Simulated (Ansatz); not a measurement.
Si₂Mo:
```
Si2Mo
1.0
   -1.60081     1.60081     3.90933
    1.60081    -1.60081     3.90933
    1.60081     1.60081    -3.90933
Mo Si
1 2
Direct
  0.00000   0.00000   0.00000
  0.33527   0.33527   0.00000
  0.66473   0.66473   0.00000
```

Relaxed with r²SCAN. Special points in fractions of this cell's reciprocal vectors: Γ (0.000, 0.000, 0.000); X (0.000, 0.000, 0.500); P (0.250, 0.250, 0.250); N (0.000, 0.500, 0.000); M (0.500, 0.500, -0.500); S (0.292, 0.708, -0.292); S0 (-0.292, 0.292, 0.292); R (-0.084, 0.084, 0.500); G (0.500, 0.500, -0.084).

Q: List the band energies nearest the Fermi level at these points for DFT-r²SCAN with spin–orbit coupling in the program Ansatz with PAW potentials.

A: In eV from the Fermi level; about four levels below and three above (degenerate sets whole), none deeper than 8.9 eV; points with the same levels are listed once.

| k | below | above |
|---|---|---|
| Γ | -2.84 -2.84 -2.78 -2.78 | 0.35 0.35 3.40 3.40 |
| X | -3.25 -3.25 -1.41 -1.41 | 2.58 2.58 3.01 3.01 |
| P | -2.31 -2.31 -2.22 -2.22 | 0.51 0.51 2.58 2.58 |
| N | -2.67 -2.67 -0.56 -0.56 | 2.52 2.52 3.27 3.27 |
| M | -0.57 -0.57 -0.51 -0.51 | 0.49 0.49 5.16 5.16 |
| S | -2.40 -2.40 -0.45 -0.45 | 1.73 1.73 3.19 3.19 |
| R | -3.11 -3.11 -1.98 -1.98 | 2.00 2.00 2.26 2.26 |

Space group I4/mmm (MoSi2 or CaC2 type). The r²SCAN relaxation kept the symmetry of its start. The run is not spin-polarised.

Potentials: the later of the program's two PAW sets.
